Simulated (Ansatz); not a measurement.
**VN2: how the k-point mesh moves the results**

All numbers below come from Ansatz, DFT PBEsol, scalar-relativistic, plane waves, PAW.

```
CELL_PARAMETERS angstrom
-2.19202 2.19918 2.48066
2.15573 -2.21829 2.46583
2.16030 2.18657 -2.49716
ATOMIC_POSITIONS crystal
V 0.21657 0.22596 0.95640
V 0.73531 0.74276 0.97803
N 0.10909 0.61171 0.71499
N 0.62785 0.88406 0.49312
N 0.86686 0.35896 0.24898
N 0.36632 0.10696 0.49915
```

```json
{
  "plane-wave cutoff": "420 eV",
  "occupation rule": "Gaussian smearing, 0.1 eV",
  "spin treatment": "unpolarised"
}
```

The atoms are held and the k-point mesh is swept. Energies are extrapolated to zero smearing and count from the reference run, 10×10×10. The cell was strained and its atoms displaced at random, so that forces don't vanish. The meshes are Γ-centred. Pressure is positive in compression.

Times are rough; the reference took 110 s on 1 thread of Intel(R) Xeon(R) Processor @ 2.50GHz (Skylake/Cascade Lake) (shared host), peak memory 0.86 GiB.

```tsv
mesh	ΔE (meV/atom)	P (GPa)	largest change of a force component (eV/Å)	irreducible points	wall time (s)
1×1×1	46.9	-15.81	0.808	1	1.8
2×2×2	75.7	-11.74	0.665	8	2.6
4×4×4	?	?	?	?	?
6×6×6	0.91	-14.83	0.022	112	31
10×10×10	0.00	-14.89	0.000	504	110
```

**Question.** Fill in the withheld rows.

**Answer.** The withheld rows:

```csv
mesh,ΔE (meV/atom),P (GPa),largest change of a force component (eV/Å),irreducible points,wall time (s)
4×4×4,3.84,-14.81,0.085,36,9.9
```